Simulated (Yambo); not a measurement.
# How GW settings move the gap: BN

G0W0@PBEsol for BN (rhombohedral, space group R3m, No. 160) in Yambo. Reference settings: 6×6×6 Γ-centred k mesh, 68 bands and a 14 Ry block in the screening, 68 bands in G with the Bruneval-Gonze terminator, plasmon pole fitted at 27.2 eV. The PBEsol gap (0, 0.333, -0.333) → F on this mesh is 4.21 eV; G0W0 gaps are taken between the same points.

| change from the reference | G0W0 gap (0, 0.333, -0.333) → F (eV) | shift of the valence edge (eV) | rough Yambo cost |
|---|---|---|---|
| reference settings | 5.87 | -0.96 | 1 |
| 23 bands in G | 5.91 | -1.01 | – |
| wavefunctions cut at 25 Ry | 5.84 | -0.91 | about 1/3 |
| no point-group symmetry | 5.88 | -0.99 | about 3× |
| 23 bands in G, no terminator | 5.69 | -0.46 | – |
| no terminator | 5.81 | -0.84 | – |

The reference isn't shown to be the converged limit. Costs are rough (shared machines), scaled to the same edge states, and given only for runs that recompute the screening. The mesh misses a band edge: along a dense path the PBEsol gap is 4.15 eV against 4.21 eV on the mesh.

Geometry of the Materials Project entry, not relaxed at this level; primitive cell a = b = c = 3.6693 Å, α = β = γ = 39.87°.

This is not the ordinary phase of the substance; no match was found in the copy of COD used, and its stability was not checked.

A shift is the quasiparticle energy of the state minus its PBEsol energy.

The distance between layers or molecules is the database entry's, not relaxed here. Functionals without dispersion can leave it too large, which widens gaps and weakens the response across layers: the numbers belong to this cell.
